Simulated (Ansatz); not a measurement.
Hf6O in space group P-31m (No. 162; Hf on 6k, O on 1a) at seven volumes, PBEsol in the plane-wave PAW code Ansatz, shape and atoms relaxed at each. One row is withheld.

| V (Å³/atom) | P (GPa) |
|---|---|
| 17.241 | 15.10 |
| 17.809 | ? |
| 18.378 | 4.37 |
| 18.946 | 0.01 |
| 19.514 | -3.81 |
| 20.083 | -7.13 |
| 20.651 | -10.03 |

Problem. Fit the shown pressures and predict the withheld one.

Solution. Third-order Birch–Murnaghan: P = (3/2)B₀(x^(7/2) − x^(5/2))[1 + (3/4)(B′ − 4)(x − 1)] with x = (V₀/V)^(2/3). Least squares on the six rows gives V₀ = 18.947 Å³/atom, B₀ = 135.7 GPa, B′ = 3.52. At V = 17.809, x = 1.0422 and P = 9.37 GPa. The run itself gave 9.39 GPa.

The start of the workflow was typed in or built on a structure type; neither database checked (COD, Materials Project) lists it. Its standing as an ambient phase is unchecked. The cell was relaxed with PBEsol under the symmetry of its start; whether a distortion lowers the energy is not shown. The run is not spin-polarised. Spin–orbit coupling is left out wherever it is not named.

Potentials: the earlier of the program's two PAW sets. The files were generated under PBE; for other functionals the program regenerates the frozen cores, and for LDA and PBEsol the local potential too.
